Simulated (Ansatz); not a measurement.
Relaxed-ion elastic tensor of AsSi$_{31}$ in space group I-43m (No. 217; Pearson symbol cI64) in GPa (Voigt order), PBE (plane waves, PAW; program Ansatz); density 2.40 g/cm³, 20.47 Å³ per atom.

|  | 1 | 2 | 3 | 4 | 5 | 6 |
|---|---|---|---|---|---|---|
| 1 | 136 | 63.8 | 63.8 | 0.0 | 0.0 | 0.0 |
| 2 | 63.8 | 136 | 63.8 | 0.0 | 0.0 | 0.0 |
| 3 | 63.8 | 63.8 | 136 | 0.0 | 0.0 | 0.0 |
| 4 | 0.0 | 0.0 | 0.0 | 58.5 | 0.0 | 0.0 |
| 5 | 0.0 | 0.0 | 0.0 | 0.0 | 58.5 | 0.0 |
| 6 | 0.0 | 0.0 | 0.0 | 0.0 | 0.0 | 58.5 |

Task: Is the crystal mechanically stable?

Result: Yes: the smallest eigenvalue of C is 58.5 GPa.

Task: Work out the Voigt, Reuss and Hill averages.

Result: K_V = 87.7, K_R = 87.7, K_H = 87.7; G_V = 49.4, G_R = 46.7, G_H = 48.1 GPa.

Task: Give Young's modulus, Poisson's ratio, Pugh's ratio and the universal anisotropy index.

Result: E = 9KG/(3K + G) = 122 GPa; ν = 0.27; K/G = 1.82 (near the Pugh limit of 1.75, no verdict); A_U = 5G_V/G_R + K_V/K_R − 6 = 0.29.

Task: Estimate the sound speeds and the Debye temperature.

Result: v_l = √((K + 4G/3)/ρ) = 7960 m/s, v_t = √(G/ρ) = 4480 m/s, mean 4980 m/s; Θ = (h/k)(3n/4πV)^(1/3) v_m = 542 K.

Task: Give the Zener ratio and Young's modulus along [100], [110] and [111].

Result: A = 2C44/(C11 − C12) = 1.63; 1/E = S11 − 2(S11 − S12 − S44/2)Γ with Γ = 0, 1/4, 1/3 gives 94.7, 127, 144 GPa.

The start of the workflow was typed in or built on a structure type; neither database checked (COD, Materials Project) lists it. Its standing as an ambient phase is unchecked. Symmetry was held in the PBE relaxation; its stability against distortions is not shown here. As this level gives no gap, shear constants depend on the k-mesh and smearing (Fermi–Dirac, 0.1 eV here).

Potentials: the later of the program's two PAW sets.
